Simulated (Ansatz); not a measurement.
GaMo$_{3}$N:
```
GaMo3N
1.0
    4.06210     0.00000     0.00000
    0.00000     4.06210     0.00000
    0.00000     0.00000     4.06210
Ga Mo N
1 3 1
Direct
  0.00000   0.00000   0.00000
  0.00000   0.50000   0.50000
  0.50000   0.00000   0.50000
  0.50000   0.50000   0.00000
  0.50000   0.50000   0.50000
```

Relaxed with PBEsol. Special points in fractions of this cell's reciprocal vectors: Γ (0.000, 0.000, 0.000); X (0.000, 0.500, 0.000); M (0.500, 0.500, 0.000); R (0.500, 0.500, 0.500).

Task: List the band energies nearest the Fermi level at these points for DFT-PBEsol with spin–orbit coupling in the program Ansatz with PAW potentials.

Result: In eV from the Fermi level; about four levels below and three above (degenerate sets whole), none deeper than 8.9 eV; points with the same levels are listed once.

```csv
k,below,above
Γ,-3.59 -3.59 -3.59 -3.59,0.22 0.22 0.22 0.22
X,-0.85 -0.85 -0.62 -0.62,0.09 0.09 0.18 0.18
M,-1.54 -1.54 -1.45 -1.45,0.02 0.02 0.27 0.27
R,-1.54 -1.54 -1.54 -1.54 -1.44 -1.44,1.07 1.07 1.07 1.07
```

Space group Pm-3m (anti-perovskite). The start of the workflow was typed in or built on a structure type; neither database checked (COD, Materials Project) lists it. Its standing as an ambient phase is unchecked. The PBEsol relaxation kept the symmetry of its start; phonons show weakly imaginary modes. The workflow began spin-polarised and lost its moments.

Potentials: the later of the program's two PAW sets.
